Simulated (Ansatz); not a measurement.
A trial cell of AlB2As3, before relaxation:

```
Al B As
1.0
    -1.82212    1.82212    7.73060
     1.82212   -1.82212    7.73060
     1.82212    1.82212   -7.73060
Al B As
1 2 3
Cartesian
  0.0000 0.0000 7.7306
  0.0000 0.0000 12.8843
  0.0000 0.0000 2.5769
  0.0000 1.8221 1.2884
  1.8221 0.0000 3.8653
  0.0000 1.8221 6.4422
```

Level of theory: DFT PBE, scalar-relativistic, plane waves, PAW (Ansatz). Cutoff 420 eV, Gaussian smearing, Γ-centred meshes. Cell and atoms relax first on a coarse mesh and then on a converged one. In between, the cell is made exact in the group found at 0.06 Å. The steps can't lower the symmetry of their start. No spin polarisation.

A guess keeps its type if space group and coordination stay and the shape of the cell changes little (axis ratios within about 15 %, angles within 6°); the volume may change.

Question: Does it keep its structure type, or change into something else?

Answer: It keeps its type. The symmetry stays I-4m2 (No. 119). The volume per atom shrinks by 1.6 %, from 17.1 to 16.8 Å³. The shortest distance goes from 2.23 Å (Al–As and B–As) to 2.13 Å (B–As). The ratio c/a of the conventional cell changes by a factor of 1.04. Counting neighbours within 15 % of an atom's shortest distance, the start has Al 4, As 4, B 4 and the end Al 4, As 4, B 4.

The last run used a 10×10×10 mesh for its 6-atom cell and Gaussian smearing of 0.02 eV. A structure relaxed within its symmetry needn't be a true minimum.
